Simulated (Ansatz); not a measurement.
Starting cell, Y (hcp, Mg type):

```yaml
crystal:
  lattice:
    - [7.36515, 0.00000, 0.00000]
    - [-1.84129, 3.18920, 0.00000]
    - [0.00000, 0.00000, 5.69848]
  atoms:
    - { symbol: Y, position: [0.16667, 0.66667, 0.75000] }
    - { symbol: Y, position: [0.66667, 0.66667, 0.75000] }
    - { symbol: Y, position: [0.33333, 0.33333, 0.25000] }
    - { symbol: Y, position: [0.83333, 0.33333, 0.25000] }
```

In this cell atom 2 (Y, nearest neighbour Y at 3.555 Å; its periodic images, 3.7 Å or more away, move with it) is moved by s along Cartesian [110], unit vector (0.707, 0.707, 0.000); all other atoms and the cell stay fixed.

Computed with r2SCAN (plane waves to 500 eV, PAW, scalar-relativistic; Ansatz, a quantum-chemistry and plane-wave program). k mesh 6×12×7 (Γ-centred), Fermi-Dirac smearing 0.05 eV. Energies are smeared free energies. With partly filled bands, energies and forces of such displacements shift with the k mesh and the smearing. Y is run without spin polarisation. Y was relaxed with its symmetry unable to fall. ΔE is measured from the undisplaced structure.

The scan covers s from -0.360 to 0.360 Å in 11 points.

Question: Is this a single well or a double well?

Answer: A single well with its minimum at or next to zero displacement.

Question: Is the energy the same for displacements of ±0.360 Å, and if not, which side lies higher?

Answer: Not even: the negative side lies higher at ±0.360 Å. With its periodic images moving along, the atom's site symmetry in this cell is mm2.

Question: What is the force constant k = d²E/ds² of this move at s = 0?

Answer: 3.56 eV/Å².

(A displaced cell: forces are minus the slopes of the energy, force constants its curvatures, and phonons follow from these.)
